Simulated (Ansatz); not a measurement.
AlBN2:
```yaml
crystal:
  lattice:
    - [2.84984, 0.00000, 0.00000]
    - [-1.42492, 2.46803, 0.00000]
    - [0.00000, 0.00000, 4.66471]
  atoms:
    - { symbol: B, position: [0.33333, 0.66667, 0.01908] }
    - { symbol: N, position: [0.33333, 0.66667, 0.34420] }
    - { symbol: Al, position: [0.66667, 0.33333, 0.50070] }
    - { symbol: N, position: [0.66667, 0.33333, 0.90602] }
```

Cartesian axes are those of the cell as given.

Give the proper piezoelectric stress tensor with relaxed ions from PBEsol (plane waves, PAW; program Ansatz).

In C/m², rows x, y, z, Voigt columns; mesh uncertainty up to 0.00.
```
 0.00   0.00   0.00   0.00  -0.44   2.10
 2.10  -2.10   0.00  -0.44   0.00   0.00
-0.24  -0.24   0.59   0.00   0.00   0.00
```

The elastic tensor of the same run (GPa):

```json
[
 {"": "1", "1": "434", "2": "162", "3": "114", "4": "-27.3", "5": "0.0", "6": "0.0"},
 {"": "2", "1": "162", "2": "434", "3": "114", "4": "27.3", "5": "0.0", "6": "0.0"},
 {"": "3", "1": "114", "2": "114", "3": "636", "4": "0.0", "5": "0.0", "6": "0.0"},
 {"": "4", "1": "-27.3", "2": "27.3", "3": "0.0", "4": "118", "5": "0.0", "6": "0.0"},
 {"": "5", "1": "0.0", "2": "0.0", "3": "0.0", "4": "0.0", "5": "118", "6": "-27.3"},
 {"": "6", "1": "0.0", "2": "0.0", "3": "0.0", "4": "0.0", "5": "-27.3", "6": "136"}
]
```

Convert to strain constants d = e·S.

In pC/N:
```
 0.0   0.0   0.0   0.0  -0.1  15.4
 7.7  -7.7   0.0  -0.1   0.0   0.0
-0.6  -0.6   1.2   0.0   0.0   0.0
```

Space group P3m1. The start of the workflow was typed in or built on a structure type; neither database checked (COD, Materials Project) lists it. Whether it is the stable phase at ambient conditions was not checked. The PBEsol relaxation kept the symmetry of its start; its stability against distortions is not shown here. Signs of piezoelectric constants follow the polarity of the cell as given.

Potentials: the earlier of the program's two PAW sets. The files were generated under PBE; for other functionals the program regenerates the frozen cores, and for LDA and PBEsol the local potential too.
